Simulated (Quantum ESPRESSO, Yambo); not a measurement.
K2Pt under isotropic strain

```
K2Pt
1.0
    0.00000     3.73612     3.73612
    3.73612     0.00000     3.73612
    3.73612     3.73612     0.00000
K Pt
2 1
Direct
  0.75000   0.75000   0.75000
  0.25000   0.25000   0.25000
  0.00000   0.00000   0.00000
```

K2Pt (space group Fm-3m, No. 225) under isotropic strain (on all lattice vectors), counted from the cell relaxed with PBEsol, atoms relaxed at each step. norm-conserving PBEsol (Quantum ESPRESSO, 84 Ry, scalar-relativistic); G0W0 and BSE in Yambo (4×4×4 Γ-centred k mesh, bands 5 to 154 and a 7 Ry block in the screening, 154 bands in G with the Bruneval-Gonze terminator, plasmon pole fitted at 27.2 eV; BSE 6×6×6 mesh, 6 valence and 4 conduction bands, static screening with 57 bands and a 4 Ry block, scissor from each state's G0W0).

```tsv
strain (%)	pressure (GPa)	PBEsol gap (eV)	kind	G0W0 direct gap (eV)	lowest vertical BSE state (eV)	RPA ε∞ along x
-3	1.9	1.58	near tie	2.48 at L	1.93	–
-1.5	0.8	1.49	indirect	2.38 at L	1.82	–
-0.7	0.4	1.44	indirect	–	–	–
0	0.0	1.40	indirect	2.29 at L	1.71	–
+1	-0.5	1.35	indirect	2.22 at L	1.65	–
+2	-0.9	1.30	indirect	2.16 at L	1.58	–
```

Between -1.5 % and +1 % the direct gap at L has a volume deformation potential dE/dlnV of -1.7 eV in PBEsol; the block changes size in that range, so no G0W0 slope is given.

GW, BSE and RPA settings are held fixed; their convergence isn't established. «Near tie»: competing band extrema lie within 0.03 eV. Strains are linear. The screening block changes size along the series (229 vectors at -3 %, 229 vectors at -1.5 %, 259 vectors at +0 %, 283 vectors at +1 %, 283 vectors at +2 %), which puts steps into the G0W0 values. Without spin-orbit coupling, band edges of such heavy elements can be off by tenths of an eV.

The structure is a Materials Project entry; no match was found in the copy of COD used, and its stability was not checked.
